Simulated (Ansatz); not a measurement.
CdH2O2:
Space group P-3m1 (No. 164); a = b = 3.5062 Å, c = 4.5986 Å, α = β = 90.00°, γ = 120.00°

| atom | site | symmetry | x | y | z |
|---|---|---|---|---|---|
| Cd | 1a | -3m. | 0.0000 | 0.0000 | 0.0000 |
| H | 2d | 3m. | 0.3333 | 0.6667 | 0.4499 |
| O | 2d | 3m. | 0.3333 | 0.6667 | 0.2402 |

Relaxed with r²SCAN+D4.

**Question.** Tabulate the valence density and the electron localisation function along the shortest Cd–O contact (2.31 Å), r²SCAN+D4 (plane waves, PAW; program Ansatz).

**Answer.** 

| distance from Cd (Å) | density (e/Å³) | ELF |
|---|---|---|
| 0.23 | 21.26 | 0.83 |
| 0.35 | 16.15 | 0.73 |
| 0.46 | 10.98 | 0.62 |
| 0.58 | 6.67 | 0.54 |
| 0.69 | 3.61 | 0.46 |
| 0.81 | 1.79 | 0.36 |
| 0.92 | 0.88 | 0.23 |
| 1.04 | 0.50 | 0.12 |
| 1.15 | 0.38 | 0.09 |
| 1.27 | 0.39 | 0.18 |
| 1.38 | 0.52 | 0.47 |
| 1.50 | 0.80 | 0.74 |
| 1.61 | 1.31 | 0.84 |
| 1.73 | 2.25 | 0.86 |
| 1.84 | 3.72 | 0.82 |
| 1.96 | 5.40 | 0.72 |
| 2.08 | 6.76 | 0.53 |

The density is the valence pseudo-density with augmentation charge, so density and ELF within about 1 Å of a nucleus are not all-electron values.

The workflow started from a Materials Project entry (that database holds measured and hypothetical structures alike); the Crystallography Open Database copy checked does not list it. Its standing as an ambient phase is unchecked. The r²SCAN+D4 relaxation kept the symmetry of its start; its stability against distortions is not shown here.

Potentials: the later of the program's two PAW sets.
